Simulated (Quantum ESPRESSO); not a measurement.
Kohn-Sham bands of Na2S (anti-fluorite)

```xyz
3
Lattice="0.0000 3.2492 3.2492 3.2492 0.0000 3.2492 3.2492 3.2492 0.0000" Properties=species:S:1:pos:R:3 pbc="T T T"
Na     1.6246     1.6246     1.6246
Na    -1.6246    -1.6246    -1.6246
S      0.0000     0.0000     0.0000
```

Materials Project entry mp-648; symmetrised, unrelaxed at this level. COD (Crystallography Open Database) has the formula in 2 space groups, this one among them (matched by group alone). Computed values, not measurements, from LDA: Quantum ESPRESSO (norm-conserving PseudoDojo potentials, cutoff 71 Ry, no spin polarisation, no spin-orbit coupling) on a Γ-centred 8×8×8 mesh, then Wannier90. Density: 8×8×8 mesh, cold smearing 0.01 Ry.

Energies are relative to the valence-band maximum; weights are on the orthonormalised atomic waves of the pseudopotential files, averaged over the group. 24 electrons a cell are treated as valence.

| bands | from (eV) | to (eV) | filling | weight on atomic waves |
|---|---|---|---|---|
| 1–2 | -49.68 | -49.67 | filled | ? |
| 3–8 | -22.25 | -22.14 | filled | ? |
| 9 | -10.14 | -9.79 | filled | ? |
| 10–12 | -1.74 | 0.00 | filled | ? |

Task: Which atomic shells make up each group?

Result: 
- 1–2, weight on atomic waves: Na 2s 99 %
- 3–8, weight on atomic waves: Na 2p 100 %
- 9, weight on atomic waves: S 3s 88 %, Na 3s 11 %
- 10–12, weight on atomic waves: S 3p 88 %, Na 3s 9 %

The Kohn-Sham gap over both meshes and the path is 2.30 eV.
